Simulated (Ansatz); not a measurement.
Polymorphs of AlAs, each relaxed with PBE (plane waves, PAW; program Ansatz):

A: Pm-3n
a = b = c = 7.0442 Å, α = β = γ = 90.00°

```
atom  site  symmetry       x       y       z
----  ----  --------  ------  ------  ------
Al      6c     -4m.2  0.0000  0.5000  0.2500
As      6d     -4m.2  0.0000  0.2500  0.5000
```

B: zinc blende (F-43m)
a = 5.728 Å, b = 5.728 Å, c = 5.728 Å, α = 90.00°, β = 90.00°, γ = 90.00°

| atom | site | symmetry | x | y | z |
|---|---|---|---|---|---|
| Al | 4a | -43m | 0.0000 | 0.0000 | 0.0000 |
| As | 4d | -43m | 0.7500 | 0.7500 | 0.7500 |

Put the candidates in order of energy per atom at 0 K, lowest first, for PBE.

B (+0 meV/atom), A (+156 meV/atom)

Give each one's gap.

A 1.28 eV; B 1.50 eV.

Typed or built starts, not in the databases checked: A. Not the usual ambient phase: A. All cells were relaxed under the symmetry of their starts (and spin orders); stability against distortions was not tested throughout. Scalar-relativistic: spin–orbit coupling is off unless named, which matters more the heavier the elements.

Energies hold the estimated change up to a 700 eV cutoff; steps of a few meV lie near the error of the meshes.

Potentials: the earlier of the program's two PAW sets.
